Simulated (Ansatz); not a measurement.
A plane-wave DFT run in Ansatz 0.2.0 (scalar-relativistic PAW potentials unless the input names others): input and command.

```yaml
crystal:
  lattice:
    - [-2.064747991, 2.064747991, 4.8670984647]
    - [2.064747991, -2.064747991, 4.8670984647]
    - [2.064747991, 2.064747991, -4.8670984647]
  atoms:
    - { symbol: Sc, position: [0.5, 0.5, 0.0] }
    - { symbol: Sc, position: [0.25, 0.75, 0.5] }
    - { symbol: Sc, position: [0.75, 0.25, 0.5] }
    - { symbol: Cu, position: [0.0, 0.0, 0.0] }
basis:
  ecutwfc: 420
kpoints:
  mp_grid: { grid: [16, 16, 16] }
hamiltonian:
  xc: pbe
scf:
  occupations: { method: fixed }
  max_iter: 50
output:
  forces: true
  eigenvalues: true
  stress: true
```

```bash
ansatz run input.yaml --threads 1 --pin off --max-ram 2560MiB --backend cpu --events-out ev --progress --plain --runs-dir out
```

Abridged log:
```
Basis set: ecut = 420 eV, 1653 PW (Γ), exchange–correlation on 80×80×80 points (8 copies of the dense FFT grid, shifted against one another)
Bands: 32, of which v1, the nominal top of the filled ones, is band 26 counted from 1 (25 counted from 0)
Symmetry: 16 space group operations
k-points: 349 of 4096
SCF iter   1: F=—  HF=-13032.284646 eV  |F-HF|=—  |Δ(HF+E_count)|=         —  Δρ=5.11e-3  dr2=2.63e-2  ethr=1.77e-3  ⟨swp⟩=3.8  Hψ=32900  notcnv=0  defer=1030
SCF iter   2: F=—  HF=-13032.282011 eV  |F-HF|=—  |Δ(HF+E_count)|=   2.64e-3  Δρ=3.09e-3  dr2=7.97e-3  ethr=5.06e-5  ⟨swp⟩=2.1  Hψ=17674  notcnv=0  defer=1390
SCF iter   3: F=—  HF=-13032.281972 eV  |F-HF|=—  |Δ(HF+E_count)|=   3.82e-5  Δρ=2.99e-3  dr2=6.73e-3  ethr=1.53e-5  ⟨swp⟩=2.0  Hψ=14610  notcnv=0  defer=1392
SCF iter   4: F=—  HF=-13032.281626 eV  |F-HF|=—  |Δ(HF+E_count)|=   3.47e-4  Δρ=2.59e-3  dr2=3.83e-3  ethr=1.29e-5  ⟨swp⟩=2.0  Hψ=14890  notcnv=0  defer=1391
SCF iter   5: F=—  HF=-13032.281138 eV  |F-HF|=—  |Δ(HF+E_count)|=   4.88e-4  Δρ=7.76e-4  dr2=3.69e-4  ethr=7.37e-6  ⟨swp⟩=2.0  Hψ=14470  notcnv=0  defer=1383
SCF iter   6: F=—  HF=-13032.281106 eV  |F-HF|=—  |Δ(HF+E_count)|=   3.11e-5  Δρ=7.95e-5  dr2=6.60e-6  ethr=7.10e-7  ⟨swp⟩=2.0  Hψ=12623  notcnv=0  defer=439
SCF iter   7: F=—  HF=-13032.281112 eV  |F-HF|=—  |Δ(HF+E_count)|=   5.86e-6  Δρ=6.88e-5  dr2=2.73e-6  ethr=1.27e-8  ⟨swp⟩=2.0  Hψ=17608  notcnv=0  defer=434
SCF iter   8: F=—  HF=-13032.281112 eV  |F-HF|=—  |Δ(HF+E_count)|=   1.29e-7  Δρ=1.67e-5  dr2=1.68e-7  ethr=5.25e-9  ⟨swp⟩=2.0  Hψ=11605  notcnv=0  defer=434
SCF iter   9: F=-13032.281112 eV  HF=-13032.281112 eV  |F-HF|=1.49e-8  |Δ(HF+E_count)|=   4.47e-8  Δρ=6.00e-6  dr2=2.87e-8  ethr=1.92e-10  ⟨swp⟩=9.4  Hψ=42018  notcnv=0
SCF 1 converged in 9 iterations: F = -13032.281112 eV  dr2 = 2.87e-8
SCF converged after 9 iterations
Free energy (F): -13032.281112 eV
Harris-Foulkes:  -13032.281112 eV  (|F-HF|=1.49e-8)
Internal energy: -13032.281112 eV  (E = F + TS)
E sigma→0 (E₀):  -13032.281112 eV
Fermi energy:    10.910668 eV
--- Forces (eV/Å), atoms counted from 1 ---
  atom   1  Sc     0.00000000     0.00000000     0.00000000
  atom   2  Sc     0.00000000     0.00000000     0.00000000
  atom   3  Sc     0.00000000     0.00000000     0.00000000
  atom   4  Cu     0.00000000     0.00000000     0.00000000
--- Stress (GPa, compression-positive) ---
       -0.247452       0.000000       0.000000
        0.000000      -0.247452       0.000000
        0.000000       0.000000       0.020686
  P = ⅓ Tr σ = -0.1581 GPa (-1.581 kbar)
```

Q: What is wrong with this input?

A: The fault is fixed occupations on a metal: they fill the same number of bands at every k-point, while the true filling differs from point to point (scf.occupations: {"method": "gaussian", "width": 0.1} → {"method": "fixed"}, the first being the value of the sound run). Setting it back cures it. The log, from which this was withheld above, says: «WARN: a fill by count may have filled part of one level: at k-index 185 the highest filled band, 10.891434 eV, and the lowest empty band, 10.891434 eV, stand 7.105e-15 eV apart, within the solve's uncertainty, 3.162e-4 eV. If they are one level, whatever splits it, however little, can move the result. A smearing (`scf.occupations.method` with a `width`) well over the split that the run's distortions make …» The run converged all the same, with an energy at zero smearing 5.13 meV/atom above the reference's, pressure -0.16 GPa, largest force 0.000 eV/Å, no gap on the mesh, so convergence alone doesn't show that an input is right. A reference run on usual settings, whose relaxation ended at this geometry, converged, and the end of its own relaxation has pressure 0.00 GPa, largest force 0.000 eV/Å, no gap on the mesh.

The run took 75 s on 1 thread of Intel(R) Xeon(R) Platinum 8259CL CPU @ 2.50GHz (Skylake/Cascade Lake) (shared host), peak memory 0.91 GiB.